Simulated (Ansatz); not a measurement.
Tl (hcp, Mg type)

```xyz
2
Lattice="3.5200 0.0000 0.0000 -1.7600 3.0484 0.0000 0.0000 0.0000 5.6016" Properties=species:S:1:pos:R:3 pbc="T T T"
Tl     0.0000     2.0323     4.2012
Tl     1.7600     1.0161     1.4004
```

The volume is varied about the relaxed value V₀ at fixed cell shape. Symmetry pins the atoms to their sites.

These are r2SCAN (plane waves to 500 eV, PAW, scalar-relativistic; Ansatz, a program for electronic structure) values and carry that method's errors. k mesh 15×15×9 (Γ-centred), Fermi-Dirac smearing 0.05 eV. Compression counts positive. Spin-orbit coupling is left out, though Tl is heavy. Tl was relaxed with its symmetry unable to fall.

At one point of the scan the stress tensor (GPa) is:

```
   -3.0      0.0      0.0
    0.0     -3.0      0.0
    0.0      0.0     -3.5
```

Question: Which point is it?
A) V/V₀ = 1.080
B) V/V₀ = 1.107
C) V/V₀ = 1.027
D) V/V₀ = 1.160

Answer: D, V/V₀ = 1.160

(Under strain, the slope of the energy per volume gives the stress and its curvature an elastic modulus.)
